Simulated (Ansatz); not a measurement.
CaZrN₂ in space group Pna2_1 (No. 33; Ca on 4a, Zr on 4a, N on 4a, N on 4a), r²SCAN (plane waves, PAW; program Ansatz). The conduction-band minimum lies at Γ, with 1 equivalent valley. Second derivatives d²E/dk² of the lowest band at one valley (eV·Å²), along Cartesian directions:

```json
[
 {"direction": "[100]", "d²E/dk²": "7.601"},
 {"direction": "[010]", "d²E/dk²": "1.825"},
 {"direction": "[001]", "d²E/dk²": "17.98"},
 {"direction": "[110]", "d²E/dk²": "4.711"},
 {"direction": "[101]", "d²E/dk²": "12.79"},
 {"direction": "[011]", "d²E/dk²": "9.902"}
]
```

**Question.** Find the principal effective masses, the density-of-states mass and the conductivity mass.

**Answer.** Off-diagonal terms follow from H_xy = H[110] − (H_xx + H_yy)/2, and m*/mₑ = 7.620 eV·Å² over each eigenvalue: 0.42, 1.0, 4.2. One valley's DOS mass (m₁m₂m₃)^(1/3) = 1.2, conductivity mass 3/(Σ 1/mᵢ) = 0.83 mₑ.

**Question.** What effective density of states Nc follows at 300 K for parabolic valleys?

**Answer.** Nc = 2.509e19 × 1 × (1.2)^(3/2) ≈ 3.3e19 cm⁻³.

The start of the workflow was typed in or built on a structure type; neither database checked (COD, Materials Project) lists it. Its standing as an ambient phase is unchecked. The cell was relaxed with r²SCAN under the symmetry of its start; its stability against distortions is not shown here. The run is not spin-polarised. Scalar-relativistic: spin–orbit coupling is off unless named, which matters more the heavier the elements.

Potentials: the earlier of the program's two PAW sets. The files were generated under PBE; for other functionals the program regenerates the frozen cores, and for LDA and PBEsol the local potential too.

Edges and masses are those of Kohn–Sham bands, whose gap is no quasiparticle gap.
